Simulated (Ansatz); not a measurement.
**P (black)**

The computed numbers are results of PBE with spin–orbit coupling (two-component spinors) in the plane-wave PAW code Ansatz at 420 eV, 14×14×10 k-mesh, Gaussian smearing of 0.05 eV. The datasets are Ansatz's generated set soft_2.

```yaml
crystal:
  lattice:
    - [1.65431, -5.66426, 0.00000]
    - [1.65431, 5.66426, 0.00000]
    - [0.00000, 0.00000, 4.57216]
  atoms:
    - { symbol: P, position: [0.40636, 0.59364, 0.58687] }
    - { symbol: P, position: [0.59364, 0.40636, 0.41313] }
    - { symbol: P, position: [0.90636, 0.09364, 0.91313] }
    - { symbol: P, position: [0.09364, 0.90636, 0.08687] }
```

The database's entry of this formula in the relaxed cell's space group, Cmce, has axes of 3.316 × 4.379 × 10.484 Å and 19.03 Å³/atom (2007), the relaxed one 3.309 × 4.572 × 11.329 Å and 21.42.

Path: Γ–Y–C0 | Σ0–Γ–Z–A0 | E0–T–Y | Γ–S–R–Z–T, with Γ = (0.000, 0.000, 0.000), Y = (-0.500, 0.500, 0.000), C0 = (-0.271, 0.729, 0.000), Σ0 = (0.271, 0.271, 0.000), Z = (0.000, 0.000, 0.500), A0 = (0.271, 0.271, 0.500), E0 = (-0.271, 0.729, 0.500), T = (-0.500, 0.500, 0.500), S = (0.000, 0.500, 0.000), R = (0.000, 0.500, 0.500) in reciprocal vectors of the calculation's cell.

Q: Is it a metal or an insulator, and if it has a gap, where are the band edges on this path?

A: An insulator with a gap of 0.15 eV on the path, the valence band topping at Y and the conduction band bottoming at Y; the smallest direct gap is 0.15 eV.

Levels between -6 and 6 eV from the Fermi level at the path's named points:
```tsv
point	below E_F (eV)	above E_F (eV)
Γ	-5.04 -5.04 -4.80 -4.80 -3.86 -3.86 -2.67 -2.67 -2.36 -2.36 -1.04 -1.04	0.66 0.66 1.15 1.15 2.02 2.02 2.82 2.82 5.34 5.34
Y	-5.95 -5.95 -5.43 -5.43 -5.35 -5.35 -3.93 -3.93 -2.25 -2.25 -1.67 -1.67 -0.07 -0.07	0.07 0.07 0.97 0.97 2.17 2.17 2.75 2.75 4.99 4.99 5.50 5.50 5.55 5.55 5.58 5.58
C0 and Σ0	-5.59 -5.59 -5.22 -5.22 -3.47 -3.47 -3.26 -3.26 -2.52 -2.52 -2.37 -2.37	0.67 0.67 0.85 0.85 1.29 1.29 1.91 1.91 2.66 2.66 3.73 3.73
Z	-4.16 -4.16 -4.16 -4.16 -3.07 -3.07 -3.07 -3.07 -1.59 -1.59 -1.59 -1.59	1.50 1.50 1.50 1.50 2.94 2.94 2.94 2.94 4.38 4.38 4.38 4.38 5.78 5.78 5.78 5.78
A0 and E0	-5.87 -5.87 -5.86 -5.86 -4.75 -4.75 -4.74 -4.74 -1.68 -1.68 -1.66 -1.66	1.78 1.78 1.80 1.80 3.29 3.29 3.30 3.30 4.54 4.54 4.55 4.55
T	-3.09 -3.09 -3.09 -3.09 -2.85 -2.85 -2.85 -2.85 -1.86 -1.86 -1.86 -1.86	1.48 1.48 1.48 1.48 2.50 2.50 2.50 2.50 3.11 3.11 3.11 3.11 5.79 5.79 5.79 5.79
S	-5.40 -5.40 -5.40 -5.40 -3.27 -3.27 -3.27 -3.27 -2.53 -2.53 -2.53 -2.53	0.69 0.69 0.69 0.69 1.49 1.49 1.49 1.49 3.23 3.23 3.23 3.23
R	-5.49 -5.49 -5.47 -5.47 -5.20 -5.20 -5.19 -5.19 -1.75 -1.75 -1.73 -1.73	1.73 1.73 1.74 1.74 3.39 3.39 3.40 3.40 4.93 4.93 4.93 4.93
```

The structure is built of weakly bound layers, and this functional has no dispersion term, so their spacing and all that hangs on it (volume, the soft elastic constants, low modes, dielectric constants) are poorly given.
